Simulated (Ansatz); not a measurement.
TiB2 in space group P6/mmm (No. 191; Ti on 1a, B on 2d) at seven volumes, PBE in the plane-wave PAW code Ansatz, shape and atoms relaxed at each. One row is withheld.

```csv
V (Å³/atom),P (GPa)
7.787,28.36
8.043,17.47
8.300,?
8.557,-0.01
8.813,-6.99
9.070,-13.02
9.327,-18.22
```

Question: Fit the shown pressures and predict the withheld one.

Answer: P = (3/2)B₀(x^(7/2) − x^(5/2))[1 + (3/4)(B′ − 4)(x − 1)] with x = (V₀/V)^(2/3). Least squares on the six rows gives V₀ = 8.556 Å³/atom, B₀ = 250 GPa, B′ = 3.92. At V = 8.300, x = 1.0205 and P = 8.06 GPa. The run itself gave 8.08 GPa.

The cell was relaxed with PBE under the symmetry of its start; phonons on a q-mesh show no instability. No spin polarisation was allowed.

Potentials: the later of the program's two PAW sets.
